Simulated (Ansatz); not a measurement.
Consider the following.

SnS:
```xyz
8
Lattice="11.4567 0.0000 0.0000 0.0000 4.0238 0.0000 0.0000 0.0000 4.4524" Properties=species:S:1:pos:R:3 pbc="T T T"
Sn     7.1235     1.0060     1.6487
Sn     4.3332     3.0179     2.8036
Sn    10.0616     3.0179     3.8749
Sn     1.3952     1.0060     0.5775
S      4.0080     1.0060     0.1000
S      7.4488     3.0179     4.3523
S      1.7204     3.0179     2.3262
S      9.7363     1.0060     2.1262
```

This is the PBE-relaxed structure. Tensor components refer to the Cartesian frame of this cell.

All from PBE in the plane-wave PAW code Ansatz, unless another level is named. Give the formation energy from the elements (no fitted shifts).

-0.46 eV/atom.

Next, the valence-band maximum?

on the Γ–Z line, 90 % of the way from Γ (k = 0.000, 0.000, 0.451).

What about the conduction-band minimum?

on the Y–Γ line, 32 % of the way from Y (k = 0.000, 0.340, 0.000) (2 equivalent valleys).

Space group Pnma. The cell was relaxed with PBE under the symmetry of its start. A crystal of weakly bound layers computed without a dispersion correction: the cell and the soft elastic constants depend strongly on that. The references are the lowest solids computed at this level, not always the standard phases. Scalar-relativistic: spin–orbit coupling is off unless named, which matters more the heavier the elements.

Potentials: the earlier of the program's two PAW sets.
